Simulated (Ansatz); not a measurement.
BAs:
```
CELL_PARAMETERS angstrom
      3.45873     0.00000     0.00000
     -1.72937     2.99535     0.00000
      0.00000     0.00000     7.48156
ATOMIC_POSITIONS crystal
  B  0.00000 0.50000 0.33333
  B  0.50000 0.50000 0.66667
  B  0.50000 0.00000 0.00000
  As 0.00000 0.50000 0.83333
  As 0.50000 0.50000 0.16667
  As 0.50000 0.00000 0.50000
```

Relaxed with PBE. Special points in fractions of this cell's reciprocal vectors: Γ (0.000, 0.000, 0.000); M (0.500, 0.000, 0.000); K (0.333, 0.333, 0.000); A (0.000, 0.000, 0.500); L (0.500, 0.000, 0.500); H (0.333, 0.333, 0.500).

Problem. List the band energies nearest the valence-band maximum at these points for PBE in the plane-wave PAW code Ansatz.

Solution. In eV from the valence-band maximum; about four levels below and three above (degenerate sets whole), none deeper than 8.9 eV; points with the same levels are listed once.

```tsv
k	below	above
Γ	-1.18 -1.18 -0.92 0.00	2.15 2.15 2.34
M	-4.03 -3.06 -2.71 -2.43	0.48 0.66 0.88
K	-5.46 -5.46 -3.39 -2.52 -2.52	0.61 2.33 2.33
A	-1.13 -1.11 -1.11 -0.68	1.96 2.51 2.62
L	-3.71 -3.46 -3.28 -2.89	1.79 2.19 2.60
H	-5.61 -5.61 -3.11 -2.64	2.70 3.54 3.54
```

Space group P6_422. The start of the workflow was typed in or built on a structure type; neither database checked (COD, Materials Project) lists it. It is not the phase usual at ambient conditions (space group No. 216). The cell was relaxed with PBE under the symmetry of its start; its stability against distortions is not shown here. Its formation energy is positive at this level, so the cell may be metastable or incomplete. Scalar-relativistic: spin–orbit coupling is off unless named, which matters more the heavier the elements.

Potentials: the later of the program's two PAW sets.
